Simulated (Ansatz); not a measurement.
## Zone-centre phonons of HfN: input and output

All numbers below come from DFT PBEsol, scalar-relativistic, plane waves, PAW (Ansatz 0.2.0).

Launched with:
```bash
ansatz run input.yaml --threads 1 --pin off --max-ram 3072MiB --backend cpu --events-out ev --progress --plain --runs-dir out
```

Input (bare energies are in eV):
```yaml
crystal:
  lattice:
    - [0.0, 2.2511619669, 2.2511619669]
    - [2.2511619669, 0.0, 2.2511619669]
    - [2.2511619669, 2.2511619669, 0.0]
  atoms:
    - { symbol: Hf, position: [0.0, 0.0, 0.0] }
    - { symbol: "N", position: [0.5, 0.5, 0.5] }
basis:
  ecutwfc: 420
kpoints:
  mp_grid: { grid: [16, 16, 16] }
hamiltonian:
  xc: pbesol
scf:
  occupations: { method: fermi_dirac, width: 0.15 }
output:
  eigenvalues: true
phonons:
  method: dfpt
  eigenvectors: true
```

The end of the output:
```
--- Phonons (Γ-DFPT): 2 representative perturbations + reference, on 349 of 4096 k-points (Σ response iterations 7) ---
  k mesh reduced under 8 symmetry operations, with k and −k counted as one. Each operation leaves every solved perturbation unchanged. A smaller set is not used because it would not reduce the number of displacements ...
  ASR residual: 3.946e-4 → 0.000e0 eV/Å²; symmetrization residual: 1.066e-6 eV/Å²
  ASR residual per site (eV/Å²): 3.95e-4 1.16e-4
  Γ frequencies (cm⁻¹): 0.00 0.00 0.00 501.01 501.01 501.01
  non-analytic LO–TO correction: not included (Born effective charges unavailable; polar crystals: no LO–TO splitting at Γ)
```

It took 16 s on 1 thread of AMD EPYC 9R45 96-Core Processor (Zen 5), on a shared host, peak memory 0.85 GiB.

In a metal, frequencies and elastic constants depend on the k mesh and the smearing, soft modes and shear constants most. Spin–orbit coupling is left out, which can shift energies with elements as heavy as these.